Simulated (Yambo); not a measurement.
Yambo run on CsSnBr3 (cubic perovskite, space group Pm-3m, No. 221). The wavefunctions come from this Quantum ESPRESSO step (PBE, PseudoDojo stringent norm-conserving files, scalar-relativistic):

```
&CONTROL
  calculation = 'nscf'
  pseudo_dir = './pseudo'
  outdir = './out'
/
&SYSTEM
  ibrav = 0
  nat = 5
  ntyp = 3
  ecutwfc = 102.0
  ecutrho = 408.0
  occupations = 'fixed'
  force_symmorphic = .true.
  nbnd = 554
/
&ELECTRONS
  conv_thr = 5e-09
  diago_full_acc = .true.
  diago_thr_init = 1e-08
/
ATOMIC_SPECIES
Br 79.9040 Br.upf
Sn 118.7100 Sn.upf
Cs 132.9055 Cs.upf
CELL_PARAMETERS angstrom
  5.780195948000   0.000000000000   0.000000000000
  0.000000000000   5.780195948000   0.000000000000
  0.000000000000   0.000000000000   5.780195948000
ATOMIC_POSITIONS crystal
Br   0.500000000000   0.000000000000   0.500000000000
Br   0.000000000000   0.500000000000   0.500000000000
Br   0.500000000000   0.500000000000   0.000000000000
Sn   0.500000000000   0.500000000000   0.500000000000
Cs   0.000000000000   0.000000000000   0.000000000000
K_POINTS automatic
2 2 2 0 0 0
```

Yambo input:

```
rim_cut
gw0
dyson
el_el_corr
HF_and_locXC
ppa
em1d
RandQpts= 1000000
RandGvec= 1 Ry
EXXRLvcs= 102 Ry
VXCRLvcs= 408 Ry
Chimod= "HARTREE"
% BndsRnXp
 20 | 553 |
%
NGsBlkXp= 12 Ry
% LongDrXp
 1.0 | 1.0 | 1.0 |
%
PPAPntXp= 27.2114 eV
% GbndRnge
 1 | 553 |
%
GTermKind= "BG"
DysSolver= "n"
ExtendOut
% QPkrange
 1 | 1 | 41 | 42 |
 2 | 2 | 41 | 42 |
 3 | 3 | 41 | 42 |
 4 | 4 | 41 | 42 |
%
```

k points by index: 1 = Γ, 2 = X, 3 = M, 4 = R.

Table of the .qp output:

```
#    K-point    Band    Eo [eV]    E [eV]    E-Eo [eV]    Vxc [eV]    Vnlxc [eV]    Sc|Eo [eV]    Sc|E [eV]    dSc/dw|Eo [eV]    Re(Z)    Im(Z)
#
    1    41    -3.108106    -4.960571    -1.852465    -14.29877    -19.37657    2.706058    3.225333    -7.627015    0.781071    -0.001675
    1    42    2.067729    1.916498    -0.151231    -6.642305    -3.185840    -3.637311    -3.607697    -5.333326    0.836121    -0.001340
    2    41    -2.121570    -3.589468    -1.467898    -15.07569    -18.75136    1.806962    2.207780    -7.429457    0.785526    -0.001646
    2    42    1.383947    1.516985    0.133037    -11.93212    -7.893069    -3.872295    -3.906015    -6.890000    0.797952    -0.001590
    3    41    -1.037884    -2.373300    -1.335416    -15.30152    -18.35548    1.365557    1.718548    -7.192148    0.790944    -0.001525
    3    42    0.902789    1.014110    0.111321    -11.50067    -7.597502    -3.764218    -3.791844    -6.745187    0.801356    -0.001515
    4    41    0.000000    -1.267556    -1.267556    -15.69674    -18.32474    1.032158    1.360443    -7.046900    0.794298    -0.001477
    4    42    0.346465    0.475146    0.128680    -10.76979    -6.885381    -3.724672    -3.755730    -6.561230    0.805721    -0.001473
```
(The two width columns are left out.) Convergence of these settings isn't established.

Spin-orbit coupling is not included.

Geometry relaxed with PBEsol.

The structure is a Materials Project entry; no match was found in the copy of COD used, and its stability was not checked.
